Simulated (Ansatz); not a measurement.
FeS2:
```
CELL_PARAMETERS angstrom
      4.36739     0.00000     0.00000
      0.00000     5.33321     0.00000
      0.00000     0.00000     3.34439
ATOMIC_POSITIONS crystal
  Fe 0.00000 0.00000 0.00000
  Fe 0.50000 0.50000 0.50000
  S  0.20715 0.37443 0.00000
  S  0.70715 0.12557 0.50000
  S  0.29285 0.87443 0.50000
  S  0.79285 0.62557 0.00000
```

Relaxed with PBEsol. Special points in fractions of this cell's reciprocal vectors: Γ (0.000, 0.000, 0.000); X (0.500, 0.000, 0.000); S (0.500, 0.500, 0.000); Y (0.000, 0.500, 0.000); Z (0.000, 0.000, 0.500); U (0.500, 0.000, 0.500); R (0.500, 0.500, 0.500); T (0.000, 0.500, 0.500).

Q: List the band energies nearest the valence-band maximum at these points for plane-wave PAW PBEsol (Ansatz code).

A: In eV from the valence-band maximum; about four levels below and three above (degenerate sets whole), none deeper than 8.9 eV; points with the same levels are listed once.

```tsv
k	below	above
Γ	-1.08 -0.90 -0.89 -0.54	1.05 1.48 2.78
X	-0.77 -0.77 -0.18 -0.18	1.85 1.85 1.92 1.92
S	-1.29 -1.29 -1.08 -1.08	1.48 1.48 2.10 2.10
Y	-0.94 -0.94 -0.41 -0.41	1.09 1.09 2.56 2.56
Z	-1.02 -1.02 -0.53 -0.53	1.57 1.57 1.77 1.77
U	-0.87 -0.87 -0.44 -0.44	1.56 1.56 1.90 1.90
R	-0.71 -0.71 -0.46 -0.46	1.57 1.57 2.18 2.18
T	-1.65 -1.65 -0.49 -0.49	0.90 0.90 2.32 2.32
```

Space group Pnnm. Symmetry was held in the PBEsol relaxation. The workflow began spin-polarised and lost its moments.

Potentials: the later of the program's two PAW sets.
